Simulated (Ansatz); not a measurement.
Ga$_{3}$NO$_{3}$:
```xyz
14
Lattice="-2.9892 4.1793 2.9961 2.9892 -4.1793 2.9961 2.9892 4.1793 -2.9961" Properties=species:S:1:pos:R:3 pbc="T T T"
Ga     1.4946     2.1232     3.0244
Ga     1.4946     2.0560     0.0283
Ga     0.0000     4.1793     1.6123
Ga     0.0000     0.0000     4.6084
Ga     1.4946    -0.9564     1.4316
Ga     4.4837     0.9564     1.4316
O      1.4946     4.0729     0.0795
N      1.4946     4.0658     2.8617
O      2.9271     2.1128     1.4875
O      0.0621     2.1128     1.4875
N     -1.4946     4.2928     2.8617
O      1.4946     0.1063     3.0756
O      0.0621     2.0665     4.4836
O     -0.0621     6.2458     1.4875
```

Relaxed with PBE. Special points in fractions of this cell's reciprocal vectors: Γ (0.000, 0.000, 0.000); X (0.500, -0.500, 0.500); F0 (0.378, -0.378, 0.622); Σ0 (-0.378, 0.378, 0.378); Λ0 (0.378, 0.378, -0.378); G0 (0.622, -0.378, 0.378); R (0.000, 0.500, 0.000); W (0.250, 0.250, 0.250); S (0.500, 0.000, 0.000); T (0.000, 0.000, 0.500).

Q: List the band energies nearest the valence-band maximum at these points for PBE in the plane-wave PAW code Ansatz.

A: In eV from the valence-band maximum; about four levels below and three above (degenerate sets whole), none deeper than 8.9 eV; points with the same levels are listed once.

```
k                     below                above
--  -----------------------  -------------------
Γ    -1.28 -0.78 -0.54 0.00       0.94 3.13 3.45
X   -1.79 -1.70 -1.19 -0.15       4.31 4.63 5.76
F0  -1.90 -1.64 -1.10 -0.54       4.44 4.72 5.05
Λ0  -1.98 -1.64 -1.58 -0.14       4.52 4.69 5.18
R   -1.42 -1.42 -0.92 -0.92  4.35 4.35 5.83 5.83
W   -1.65 -1.65 -1.04 -1.04  4.72 4.72 5.26 5.26
S   -1.77 -1.48 -0.77 -0.11       3.66 3.72 5.38
T   -1.37 -1.15 -0.97 -0.71       3.59 3.71 5.21
```

Space group Ima2. The start of the workflow was typed in or built on a structure type; neither database checked (COD, Materials Project) lists it. Its standing as an ambient phase is unchecked. Symmetry was held in the PBE relaxation; whether a distortion lowers the energy is not shown. Spin–orbit coupling is left out wherever it is not named.

Potentials: the earlier of the program's two PAW sets.
